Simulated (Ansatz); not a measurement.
The start is a randomly generated symmetric cell of TiAl (space group No. 25). A full variable-cell relaxation at zero pressure is run with r2SCAN (plane waves to 500 eV, PAW, scalar-relativistic; Ansatz, a program for electronic structure). The first steps use a coarse 14×12×6 k-mesh.

Starting cell:
```
TiAl
1.0
    2.25329     0.00000     0.00000
    0.00000     2.64402     0.00000
    0.00000     0.00000     5.79849
Al Ti
1 1
Cartesian
  1.12664   0.00000   1.58094
  0.00000   1.32201   5.41108
```

**Question.** How much energy is released per atom?

**Answer.** About 1.3 eV/atom.

**Question.** How does the volume per atom move from start to end?

**Answer.** -7.0 %, from 17.27 to 16.06 Å³/atom.

**Question.** How do the shortest distances between atoms change?

**Answer.** The closest pairs of elements (up to four, under 3.6 Å), start → end: Al–Al 2.25 → 2.81 Å; Ti–Ti 2.25 → 2.81 Å; Al–Ti 2.63 → 2.84 Å.

**Question.** Write out the relaxed structure.

**Answer.** 
Space group P4/mmm (No. 123); a = b = 2.813 Å, c = 4.058 Å, α = β = γ = 90.00°

```
atom  site  symmetry       x       y       z
----  ----  --------  ------  ------  ------
Al      1a     4/mmm  0.0000  0.0000  0.0000
Ti      1d     4/mmm  0.5000  0.5000  0.5000
```

Final values are on a 16×16×12 k-mesh of the relaxed cell. The start holds a very short contact (Al–Al 2.25 Å). No spin polarisation in the result.

The run could not lose the symmetry of its start.

The first start was generated by a random draw of sites in a space group. A measured structure of TiAl has the same space group, P4/mmm (No. 123); the sites were not compared with it.
